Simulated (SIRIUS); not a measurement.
Input and output of a self-consistent single point for ZnCd₃S₄ (P-43m, 8 atoms in the cell; from Materials Project mp-1078780, changed as shown) (SIRIUS).

Method: PBEsol, GBRV PBEsol ultrasoft pseudopotentials (plane waves; SIRIUS).

The change in words: volume scaled by 1.01. Reference geometry (P-43m):
```xyz
8
Lattice="5.7595 0.0000 0.0000 0.0000 5.7595 0.0000 0.0000 0.0000 5.7595" Properties=species:S:1:pos:R:3 pbc="T T T"
Zn     0.0000     0.0000     0.0000
Cd     0.0000     2.8798     2.8798
Cd     2.8798     0.0000     2.8798
Cd     2.8798     2.8798     0.0000
S      4.3980     4.3980     1.3615
S      4.3980     1.3615     4.3980
S      1.3615     1.3615     1.3615
S      1.3615     4.3980     4.3980
```

Reference input (self-consistent single point, DFT, PBEsol, plane waves, GBRV PBEsol ultrasoft pseudopotentials): parameters.ngridk = 5 5 5; parameters.xc_functionals = [XC_GGA_X_PBE_SOL, XC_GGA_C_PBE_SOL]; parameters.gk_cutoff = 6.325 1/bohr; parameters.pw_cutoff = 14.143 1/bohr; parameters.smearing = gaussian; parameters.smearing_width = 0.000734986 Ha; potentials = GBRV PBEsol ultrasoft pseudopotentials; parameters.electronic_structure_method = pseudopotential; parameters.num_bands = 48; parameters.num_mag_dims = 0; parameters.num_dft_iter = 100; parameters.energy_tol = 1e-07 Ha. This run's input differs from it in these lines:

```diff
@@ -32,7 +32,7 @@
     "lattice_vectors": [
-      [1.0000000093, 0.0, 0.0],
-      [0.0, 1.0000000093, 0.0],
-      [0.0, 0.0, 1.0000000093]
+      [1.0000000212, 0.0, 0.0],
+      [0.0, 1.0000000212, 0.0],
+      [0.0, 0.0, 1.0000000212]
     ],
-    "lattice_vectors_scale": 10.883972,
+    "lattice_vectors_scale": 10.920128,
     "atom_coordinate_units": "A",
@@ -49,11 +49,11 @@
       "Cd": [
-        [0.0, 2.879775, 2.879775],
-        [2.879775, 0.0, 2.879775],
-        [2.879775, 2.879775, 0.0]
+        [0.0, 2.8893415, 2.8893415],
+        [2.8893415, 0.0, 2.8893415],
+        [2.8893415, 2.8893415, 0.0]
       ],
       "S": [
-        [4.3980499755, 4.3980499755, 1.3615000245],
-        [4.3980499755, 1.3615000245, 4.3980499755],
-        [1.3615000245, 1.3615000245, 1.3615000245],
-        [1.3615000245, 4.3980499755, 4.3980499755]
+        [4.4126601256, 4.4126601256, 1.3660228744],
+        [4.4126601256, 1.3660228744, 4.4126601256],
+        [1.3660228744, 1.3660228744, 1.3660228744],
+        [1.3660228744, 4.4126601256, 4.4126601256]
       ]
```

Output (repeated stretches shortened):

```
[find] density tolerance         : 1e-06
[find] total energy tolerance    : 1e-07
[find] iter_solver_tol (initial) : 0.01
[find] iter_solver_tol (target)  : 1e-13
[find] num_dft_iter              : 100
Charges and magnetic moments
--------------------------------------------------------------------------------
total charge          : 80.000000
[find] | SCF iteration   0 out of 100|
[diagonalize] iterative solver tolerance (occupied, empty): 0.01 0.01
[diagonalize] average number of iterations: 2.2
[find] Charges and magnetic moments
[find] total charge          : 80.000000
[find] Energy
   [... lines left out ...]

[find] Charges and magnetic moments
[find] total charge          : 80.000000
[find] Energy
[find] smearing (-TS)                 :      -0.00000000
[find] Total energy                   :    -450.55659105 (Ha),    -901.11318210 (Ry)
[find] Free energy (E-TS)             :    -450.55659105 (Ha),    -901.11318210 (Ry)
[find] band gap (eV)                  :       1.08605417
[find] Efermi                         :       0.22521738
[find] iteration : 32, RMS (target) : 3.1325e-07 (1.0000e-06) , energy difference (target) : -6.3210e-11 (1.0000e-07)
[find] bands are converged : true
[find] iterative solver converged : false
[find] converged after 33 SCF iterations!
[find] Charges and magnetic moments
[find] total charge          : 80.000000
[find] Energy
[find] smearing (-TS)                 :      -0.00000000
[find] Total energy                   :    -450.55659105 (Ha),    -901.11318210 (Ry)
[find] Free energy (E-TS)             :    -450.55659105 (Ha),    -901.11318210 (Ry)
[find] band gap (eV)                  :       1.08605417
[find] Efermi                         :       0.22521738
[ground_state] === stress tensor components [kbar] ===
[ground_state] === stress_total ===
[ground_state]    22.417747    0.000000   -0.000000
[ground_state]     0.000000   22.417747    0.000000
[ground_state]    -0.000000    0.000000   22.417747
[ground_state] ==== total Forces in Ha/bohr =====
   [... lines left out ...]
[ground_state] atom:    3, force:      -0.0000000      0.0000000      0.0000000
[ground_state] atom:    4, force:      -0.0004709     -0.0004709      0.0004709
[ground_state] atom:    5, force:      -0.0004709      0.0004709     -0.0004709
[ground_state] atom:    6, force:       0.0004709      0.0004709      0.0004709
[ground_state] atom:    7, force:       0.0004709     -0.0004709     -0.0004709
```

The run converged in 33 iterations. SIRIUS prints the stress tensor with tension positive. Against the reference run the free energy rises by 2.7 meV/atom, the pressure goes from -1.68 to -2.24 GPa and the largest force goes from 0.038 to 0.042 eV/Å.

The structure comes from a collection of computed structures, made at another level of theory; the collection holds predicted forms beside known ones.

Cost on one core: about 100 core-seconds (a rough figure).

The gap that the log prints is read on the run's mesh, which can miss the band edges or a crossing.
